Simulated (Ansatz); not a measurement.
**AlN, first-principles data**

AlN:
```yaml
crystal:
  lattice:
    - [2.67214, 0.00000, 0.00000]
    - [0.00000, 2.67214, 0.00000]
    - [0.00000, 0.00000, 4.24983]
  atoms:
    - { symbol: Al, position: [0.50000, 0.50000, 0.00000] }
    - { symbol: N, position: [0.00000, 0.00000, 0.00000] }
```

Space group P4/mmm (No. 123); conventional cell a = 2.6721 Å, b = 2.6721 Å, c = 4.2498 Å, α = 90.00°, β = 90.00°, γ = 90.00°.

Method: r²SCAN (plane waves, PAW; program Ansatz). Structure relaxed to zero pressure with the same functional. Other levels are named where they apply.

### Cell and energy

Volume per atom: 15.17 Å³
Density: 2.24 g/cm³
Formation energy from the elements (no fitted shifts): -0.85 eV/atom

### Electronic structure

- Band gap = 0.85 eV (indirect)
- Valence-band maximum = at M
- Conduction-band minimum = at Γ
- Smallest direct gap on the standard path = 1.92 eV
- Electron effective mass = 0.27, 0.41, 0.41 mₑ (principal values)
- Hole effective mass = 0.95, 0.95, 2.8 mₑ (principal values)

### Mechanics

- Elastic constants (relaxed ions, GPa): C11 = 612, C12 = 25.8, C13 = -2.2, C33 = 10.5, C44 = -5.9, C66 = 110
- Mechanical stability: unstable (C has a negative eigenvalue)

The cell is a constructed one: a structure type filled with these elements; neither database checked (COD, Materials Project) lists it. It is not the phase usual at ambient conditions (space group No. 186, 216). The r²SCAN relaxation kept the symmetry of its start. A crystal of weakly bound layers computed without a dispersion correction: the cell and the soft elastic constants depend strongly on that. The references are the lowest solids computed at this level, not always the standard phases (solids in place of the gases).

Potentials: the later of the program's two PAW sets.
